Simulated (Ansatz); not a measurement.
The cell is COD entry 1534743, as deposited and not checked against the literature; nothing was relaxed. Its inner coordinates are ideal values, not refined ones.

An input for PtS$_{2}$ and the output that it gave: DFT, PBE, PAW with Ansatz's default frozen-core files, scalar-relativistic (Ansatz 0.2.0).

Command: `ansatz run input.yaml --threads 1 --pin off --max-ram 3072MiB --backend cpu --events-out ev --progress --plain --runs-dir out` The run took 33 s on 1 thread of Arm Neoverse V1, on a shared host, peak memory 0.43 GiB.

```yaml
crystal:
  lattice:
    - [3.5431994758, 0.0, 0.0]
    - [-1.7715997379, 3.0685007567, 0.0]
    - [0.0, 0.0, 5.0388]
  atoms:
    - { symbol: Pt, position: [0.0, 0.0, 0.0] }
    - { symbol: S, position: [0.3333333333, 0.6666666667, 0.25] }
    - { symbol: S, position: [0.6666666667, 0.3333333333, 0.75] }
kpoints:
  mp_grid: { grid: [12, 12, 7] }
  band_path:
    path:
      - [0.0, 0.0, 0.0]
      - [0.5, 0.0, 0.0]
      - [0.3333333333, 0.3333333333, 0.0]
      - [0.0, 0.0, 0.0]
      - [0.0, 0.0, 0.5]
      - [0.5, 0.0, 0.5]
      - [0.3333333333, 0.3333333333, 0.5]
      - [0.0, 0.0, 0.5]
      - [0.5, 0.0, 0.5]
    npoints: 14
scf:
  occupations: { method: fermi_dirac, width: 0.08 }
hamiltonian:
  xc: pbe
  pseudopotentials: { kind: paw }
output:
  forces: true
  stress: true
  eigenvalues: true
  efg: { contact_densities: true }
  populations: true
  bader: true
  dos: { projected: true, de: 0.2, e_range: [-14, 8] }
  write_density: true
  write_potential: true
  elf: true
  volumetric_format: npy
```

Output:

```
Pt: output.efg is read without spin–orbit coupling, which moves field gradients at and beside such atoms by some per cent and up to a factor of two; PAW files take it under magnetization.noncollinear and magnetization.spin_orbit
Engine: ansatz 0.2.0
Pseudopotentials: kind: paw
Pseudopotential: Pt, paw, valence charge 18, recommended cutoff 420 eV (normal)
Pseudopotential: S, paw, valence charge 6, recommended cutoff 420 eV (normal)
Functional definition: PBE
  parameter kappa = 0.804
  parameter beta = 0.06672455060314922
  exchange = pbe_x(kappa = kappa, mu = beta*pi^2/3)
  correlation = pbe_c(beta = beta)
Crystal: 3 atoms, lattice volume = 54.783 Å³
Basis set: ecut = 420 eV, 1043 PW (Γ), exchange–correlation on 48×48×72 points (8 copies of the dense FFT grid, shifted against one another)
Bands: 19, of which v1, the nominal top of the filled ones, is band 15 counted from 1 (14 counted from 0)
Symmetry: 12 space group operations
Space group: P-3m1 (ITA 164), of the structure as read, at distance tolerance 3.8e-5 Å
k-points: 112 of 1008
Non-local potential: Pt, projectors of the file, l = 0: 3, l = 1: 2, l = 2: 2, l = 3: 1
Non-local potential: S, projectors of the file, l = 0: 2, l = 1: 2, l = 2: 2
PAW form: soft (Blöchl's): semilocal exchange-correlation on the pseudo side does not see the compensation charge
PAW one-centre angular grid: Pt, 590 points (default); XC on 64 Gauss nodes
PAW one-centre angular grid: S, 110 points (default); XC on 64 Gauss nodes
Initial density: superposition of atomic densities (neutral atoms: chi_scale 0, normalization atom), corrected by the library's trained network
Initial wavefunctions: pseudopotential atomic-orbital guess
Functional: x = pbe(κ = 0.804, μ = 0.2195149727645171), c = pbe(β = 0.06672455060314922)
SCF iter   1: F=—  HF=-14328.159124 eV  |F-HF|=—  |Δ(HF+E_count)|=         —  Δρ=3.08e-3  dr2=2.55e-3  ethr=1.77e-3  ⟨swp⟩=5.1  Hψ=10317  notcnv=0
preconditioner: auto → Resta (q_TF=auto, 2.468 Å⁻¹)  ε∞=7.1  [insulator: Δε(μ)=0.536 eV  Ē_g=9.540 eV  σ=0.080 eV  W_gap=0.91  n_scr=20 (ndim 8)  ℏωp=23.5 eV  f_vac=0.011  D(μ)=0.03/eV (n_scr^D=0)  ε∞_Penn≈7.1]
SCF iter   2: F=—  HF=-14328.159946 eV  |F-HF|=—  |Δ(HF+E_count)|=   8.21e-4  Δρ=1.53e-3  dr2=8.69e-4  ethr=8.51e-6  ⟨swp⟩=2.9  Hψ=4804  notcnv=0
SCF iter   3: F=—  HF=-14328.160214 eV  |F-HF|=—  |Δ(HF+E_count)|=   2.69e-4  Δρ=6.31e-4  dr2=2.14e-4  ethr=2.90e-6  ⟨swp⟩=2.1  Hψ=2949  notcnv=0
SCF iter   4: F=—  HF=-14328.160209 eV  |F-HF|=—  |Δ(HF+E_count)|=   5.51e-6  Δρ=1.43e-4  dr2=8.43e-6  ethr=7.13e-7  ⟨swp⟩=2.8  Hψ=3519  notcnv=0
SCF iter   5: F=—  HF=-14328.160284 eV  |F-HF|=—  |Δ(HF+E_count)|=   7.49e-5  Δρ=4.18e-5  dr2=1.31e-6  ethr=2.81e-8  ⟨swp⟩=2.1  Hψ=3081  notcnv=0
SCF iter   6: F=—  HF=-14328.160285 eV  |F-HF|=—  |Δ(HF+E_count)|=   1.25e-6  Δρ=1.31e-5  dr2=1.26e-7  ethr=4.35e-9  ⟨swp⟩=2.0  Hψ=3303  notcnv=0
SCF iter   7: F=-14328.160285 eV  HF=-14328.160285 eV  |F-HF|=4.76e-9  |Δ(HF+E_count)|=   9.04e-8  Δρ=2.27e-6  dr2=2.57e-9  ethr=3.33e-10  ⟨swp⟩=9.6  Hψ=14551  notcnv=0
SCF 1 converged in 7 iterations: F = -14328.160285 eV  dr2 = 2.57e-9
  greatest PAW one-centre occupation: 1.000 electrons in one spin orbital (limit 2), on the Pt atom at site 0 (counted from 0), in its partial waves of l = 0
NSCF: frozen V_eff on 113 k-points
SCF converged after 7 iterations
Free energy (F): -14328.160285 eV
Harris-Foulkes:  -14328.160285 eV  (|F-HF|=4.76e-9)
Internal energy: -14328.158901 eV  (E = F + TS)
E sigma→0 (E₀):  -14328.159593 eV
Entropy (-TS):   -0.001384 eV (-0.461 meV/atom)
Fermi energy:    11.297769 eV
--- Per-component energies (eV) ---
  E_band       = -313.903555
  E_kinetic    = 849.831976
  E_local      = -3002.156641  (includes V_loc(G=0)·N_el)
  E_nonlocal   = 255.432148
  E_hartree    = 1179.152362
  E_xc         = -455.892204
  E_vxc        = -477.645943  (∫ρ·V_xc dr)
  E_paw        = -10653.870762  (= ΣΔE_a)
  E_vpaw       = -297.668667  (= ΣTr[D̂ρ^β])
  E_aug_tail   = 0.000199  (compensation charges beyond the density's cutoff)
  E_ewald      = -2500.655980
  E_smearing   = -0.001384  (= −TS)
  E_closure    = 0.000000  (closes the sum)
  Σ components = -14328.160285   (vs F -14328.160285, Δ=0.00e0)
--- Forces (eV/Å), atoms counted from 1 ---
  atom   1  Pt    -0.00000000     0.00000000     0.00000000
  atom   2  S     -0.00000000    -0.00000000    -0.32613457
  atom   3  S      0.00000000     0.00000000     0.32613457
  max |Σ_I F_I| component: 2.31e-18 eV/Å
--- Stress (GPa, compression-positive) ---
        3.324249      -0.000000       0.000000
       -0.000000       3.324249      -0.000000
        0.000000      -0.000000       0.486344
  P = ⅓ Tr σ = 2.3783 GPa (23.783 kbar)
--- PAW observables at the nuclei: V_zz in 10²¹ V/m², potentials from the cell's mean, atoms counted from 1 ---
  atom   1  Pt V_zz =    +8.986456   η = 0.0000   by run symmetry: allowed
            electrostatic potential = -16112.573075 V   contact ρ = 12084561.309868 e/Å³
  atom   2  S  V_zz =    -4.399329   η = 0.0000   by run symmetry: allowed
            electrostatic potential = -1637.193586 V   contact ρ = 19772.799292 e/Å³
  atom   3  S  V_zz =    -4.399329   η = 0.0000   by run symmetry: allowed
            electrostatic potential = -1637.193586 V   contact ρ = 19772.799292 e/Å³
--- Band table (eV; the first three rows and the last of 112) ---
  k-point 0: bands = ["-88.3663", "-42.5766", "-42.5766", "-42.5241", "-4.1754", "-1.3436", "4.0323", "4.6430", "4.6430", "7.2887", "7.2887", "8.8639", "9.9668", "9.9668", "11.1031", "12.8717", "12.8717", "15.5832", "16.3377"]
  k-point 1: bands = ["-88.3663", "-42.5766", "-42.5766", "-42.5241", "-4.1069", "-1.5174", "4.2856", "4.6493", "4.6493", "7.2834", "7.2834", "8.8145", "9.9012", "9.9012", "10.8043", "12.9958", "12.9958", "15.7140", "16.6965"]
  k-point 2: bands = ["-88.3663", "-42.5766", "-42.5766", "-42.5241", "-3.9234", "-1.9135", "4.6636", "4.6636", "4.8957", "7.2721", "7.2721", "8.6176", "9.7648", "9.7648", "10.2279", "13.2761", "13.2761", "16.0940", "17.4280"]
  k-point 111: bands = ["-88.3659", "-42.5920", "-42.5920", "-42.5209", "-2.0370", "-2.0370", "4.7896", "4.7896", "4.9802", "6.7236", "6.7236", "7.1961", "7.7334", "9.0757", "9.0757", "13.0518", "13.0518", "17.7836", "18.8334"]
--- Löwdin populations: 3 sites ---
  site symbol       q [e]
     0     Pt     17.3362
     1      S      6.2186
     2      S      6.2186
  spilling = 0.007549 (of n_electrons = 30.000000)
--- Bader charges: 3 sites ---
  site symbol  charge [e]  shift [e]
     0     Pt      0.4609     0.0114
     1      S     -0.2305     0.0057
     2      S     -0.2305     0.0057
  estimated error of the sums over rays = 4.8e-4 e
```
